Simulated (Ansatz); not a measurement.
# BiTe (R-3m): electronic heat capacity and spin susceptibility from the density of states

All numbers below come from Ansatz, DFT r2SCAN, scalar-relativistic, plane waves, PAW.

Plane waves to 500 eV, a k mesh through Γ of 12×12×12 on the computed 2-atom cell and Gaussian smearing (0.10 eV); no spin polarisation.

Relaxed cell: R-3m, a = 4.822 Å, b = 4.822 Å, c = 9.891 Å, α = 90.00°, β = 90.00°, γ = 120.00°, 2 atoms in the primitive cell. Whether it is the stable form of this composition wasn't checked.

The density of states at the Fermi level is 1.279 states/eV in the cell of 2 atoms (1 formula unit; both spins, tetrahedra on a 18×18×18 mesh).

Task: What Sommerfeld coefficient and Pauli susceptibility does this give?

Result: Per formula unit N(E_F) = 1.279 states/eV. γ = (π²/3) k_B² N(E_F) N_A = 2.357 mJ/(mol K²) per state/eV, so γ = 3.0 mJ/(mol K²), a mole of formula units. χ_P = μ_B² N(E_F) N_A = 3.23×10⁻⁵ emu/mol per state/eV gives 4.1×10⁻⁵ emu/mol. This is the bare band result: a measured γ of the same phase is as a rule larger by a factor 1 + λ from phonons and spin fluctuations, the spin part of χ is larger by the Stoner factor, and a measured χ also holds orbital and core terms. N(E_F) at one energy is sensitive to the mesh where the density of states has sharp peaks.

Spin-orbit coupling is left out, which matters for the bands of heavy elements.